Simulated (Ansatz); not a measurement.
CrN in space group Pmmn (No. 59; Cr on 2a, N on 2b) under volume change, plane-wave PAW PBEsol (Ansatz code), shape and atoms relaxed at each volume.

```
V (Å³/atom)  E − E(relaxed) (meV/atom)     P (GPa)
-----------  -------------------------  ----------
7.614                             68.8       31.77
7.864                             28.9       19.48
8.115                              6.9        8.98
8.366                              0.0        0.00
8.617                       (withheld)  (withheld)
8.868                       (withheld)  (withheld)
9.119                             50.3      -19.85
```

Task: Some entries are withheld; supply them.

Result: 
- 8.617, E − E(relaxed) (meV/atom): 6.2
- 8.617, P (GPa): -7.68
- 8.868, E − E(relaxed) (meV/atom): 23.5
- 8.868, P (GPa): -14.25

Task: What does a third-order Birch–Murnaghan fit give for V₀, B₀ and B′?

Result: V₀ = 8.37 Å³/atom, B₀ = 276 GPa, B′ = 4.2.

The first step of the workflow began from a Materials Project structure, measured or hypothetical; the Crystallography Open Database copy checked does not list it. COD files the formula under space group No. 225. Whether it is the stable phase at ambient conditions was not checked. The PBEsol relaxation kept the symmetry of its start, as lowered by the spin order; whether a distortion lowers the energy is not shown. Magnetic state: antiferromagnetic, chosen from 5 collinear starts compared on coarse meshes (ties went to the first, and starts can fall back to one state), not a proven ground state. No Hubbard U is applied.

Potentials: the later of the program's two PAW sets.
